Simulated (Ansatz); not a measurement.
## Ag, first-principles data

Ag:
```cif
data_Ag
_chemical_formula_sum 'Ag1'
_space_group_name_H-M_alt 'P 1'
_space_group_IT_number 1
_cell_length_a 2.71450
_cell_length_b 2.71450
_cell_length_c 2.71450
_cell_angle_alpha 90.000
_cell_angle_beta 90.000
_cell_angle_gamma 90.000
loop_
_space_group_symop_operation_xyz
  'x, y, z'
loop_
_atom_site_label
_atom_site_type_symbol
_atom_site_fract_x
_atom_site_fract_y
_atom_site_fract_z
_atom_site_occupancy
Ag1 Ag 0.00000 0.00000 0.00000 1
```

Space group Pm-3m (No. 221), simple cubic; conventional cell a = b = c = 2.714 Å, α = β = γ = 90.00°.

Method: r²SCAN (plane waves, PAW; program Ansatz). Structure relaxed to zero pressure with the same functional. Other levels are named where they apply.

Cell and energy:

```yaml
volume_per_atom: 20.00 Å³
density: 8.96 g/cm³
```

Electronic structure:

```yaml
electronic_character: metallic (no gap)
Density of states at the Fermi level: 0.26 states/eV per atom (mean over ±0.08 eV)
Gap with spin–orbit coupling: none (metallic)
```

Mechanics:

```yaml
Bulk modulus (Birch–Murnaghan fit): 79.0 GPa
Pressure derivative B′: 5.7
Elastic constants (relaxed ions, GPa): C11 = 210, C12 = 13.5, C44 = -12.2
mechanical_stability: unstable (C has a negative eigenvalue)
```

A made-up cell: these elements were put on the sites of a structure type; neither database checked (COD, Materials Project) lists it. It is not the phase usual at ambient conditions (space group No. 225). The r²SCAN relaxation kept the symmetry of its start. No spin polarisation was allowed. As this level gives no gap, shear constants depend on the k-mesh and smearing (Fermi–Dirac, 0.1 eV here). Scalar-relativistic: spin–orbit coupling is off unless named, which matters more the heavier the elements.

Potentials: the later of the program's two PAW sets.
